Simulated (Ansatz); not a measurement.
A geometry of Pd away from equilibrium: the start of the relaxation of a generated trial cell of Pd in the AFLOW prototype A_tP4_129_ac (A_d). All values below come from PBE (plane waves to 420 eV, PAW, scalar-relativistic; Ansatz, a program for electronic structure). Γ-centred k-mesh 8×8×11 on the run's cell (coarser than for final values), Fermi–Dirac smearing 0.05 eV.

```xyz
4
Lattice="4.3982 0.0000 0.0000 0.0000 4.3982 0.0000 0.0000 0.0000 3.0429" Properties=species:S:1:pos:R:3:forces:R:3 pbc="T T T" free_energy=-27890.189 pressure_GPa=20.6
Pd     0.0000     0.0000     0.0000    0.0000    0.0000    0.0000
Pd     2.1991     2.1991     0.0000    0.0000    0.0000    0.0000
Pd     2.1991     0.0000     1.1411    0.0000    0.0000    2.7522
Pd     0.0000     2.1991     1.9018    0.0000    0.0000   -2.7522
```

Positions in Å, forces in eV/Å, free energy of the cell in eV (comparable only within this code, potentials and settings). Largest force: 2.75 eV/Å, on Pd3, Pd4 (atoms numbered as listed); the geometry lies 0.32 eV/atom above the end of its relaxation.

No spin polarisation in the result.

The run could not lose the symmetry of its start, so the end can be a saddle point.

The end of the path is a generated cell of Pd: the first start was made by placing the elements on the sites of a structure type, and the end was not matched to a known phase here, so it may be hypothetical. Known forms of Pd include space group No. 225.
